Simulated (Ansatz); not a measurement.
Method: DFT PBE, scalar-relativistic, plane waves, PAW in Ansatz. All cells share a 420 eV cutoff and Γ-centred k meshes spaced at most about 0.3 Å⁻¹ (about 0.25 or finer for metals, 2π included). No spin polarisation in the final relaxations.

All energies are static (0 K, no zero-point motion).

Compare these two cells of BAs₅, each relaxed at this level.

1.

```
B As
1.0
     0.00000    4.83618    4.83618
     4.83618    0.00000    4.83618
     4.83618    4.83618    0.00000
B As
1 5
Direct
  0.00000 0.00000 0.00000
  0.75000 0.75000 0.75000
  0.21522 0.59493 0.59493
  0.59493 0.21522 0.59493
  0.59493 0.59493 0.21522
  0.59493 0.59493 0.59493
```

2.

```
B As
1.0
     0.00000    3.88016    3.88016
     3.88016    0.00000    3.88016
     3.88016    3.88016    0.00000
B As
1 5
Direct
  0.25000 0.25000 0.25000
  0.87703 0.87703 0.87703
  0.87703 0.87703 0.36891
  0.87703 0.36891 0.87703
  0.36891 0.87703 0.87703
  0.50000 0.50000 0.50000
```

Task: Which form is favoured at zero pressure, and by what margin per atom?

Result: Cell 2 is lower, by 273 meV/atom. Cell 1 has space group F-43m (No. 216), 37.7 Å³/atom and no gap on its mesh; cell 2 has space group F-43m (No. 216), 19.5 Å³/atom and no gap. Counting As atoms around B (those within 1.25 times the shortest such distance or 1.15 times the sum of covalent radii, 1.27 where that leaves under three; the shortest distance is added where it exceeds 1.18 times the sum of covalent radii), cell 1 has B 16 from 4.1 Å and cell 2 has B 16 from 3.2 Å. Cell 1 holds As–As bonds in all directions (shortest 2.60 Å); in cell 2 the shortest As–As distance is 2.70 Å, near bonding range too. The denser one is the lower, and pressure would at first widen the difference. Even the lower one lies +1.15 eV/atom against the reference forms of the elements (uncorrected), so neither is stable at this level. In cell 1, B has 16 As at 4.13–4.19 Å (long against covalent radii, as for large ions); around As on a site of symmetry -43m lie 4 As at 2.60 Å and 4 B at 4.19 Å; around As on a site of symmetry 3m lie 4 As at 2.60 Å and 3 B at 4.13 Å. In cell 2, around B lie 16 As at 3.21–3.36 Å (long against covalent radii, as for large ions); around As on a site of symmetry 3m lie 6 As at 2.70–2.79 Å, 3 B at 3.21 Å and 3 As at 3.22 Å; around As on a site of symmetry -43m lie 12 As at 3.22 Å and 4 B at 3.36 Å. Both come from invented guesses. A third cell relaxed alike, in Cmmm, lies 0.37 eV/atom below the lower of the two.

B stands nearly free of neighbours here, and without spin polarisation the energy of such atoms comes out too high. Cells relaxed within their symmetry can be saddle points.
